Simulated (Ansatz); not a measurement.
Given:

InSb:
```
InSb
1.0
    4.54708     0.00000     0.00000
   -2.27354     3.93788     0.00000
    0.00000     0.00000     7.48727
In Sb
2 2
Direct
  0.66667   0.33333   0.98801
  0.33333   0.66667   0.48801
  0.66667   0.33333   0.36199
  0.33333   0.66667   0.86199
```

This is the LDA-relaxed structure.

Question: All from LDA (plane waves, PAW; program Ansatz), unless another level is named. Estimate the electronic character.

Answer: no gap, with almost no states at the Fermi level (zero-gap or semimetallic).

Question: Predict the formation energy from the elements (no fitted shifts).

Answer: -0.076 eV/atom.

Space group P6_3mc (wurtzite). The first step of the workflow began from a Materials Project structure, measured or hypothetical; the Crystallography Open Database copy checked does not list it. It is not the phase usual at ambient conditions (space group No. 216). The cell was relaxed with LDA under the symmetry of its start; of distortions, only those at the zone centre were tested. The references are the lowest solids computed at this level, not always the standard phases. Scalar-relativistic: spin–orbit coupling is off unless named, which matters more the heavier the elements.

Potentials: the later of the program's two PAW sets.
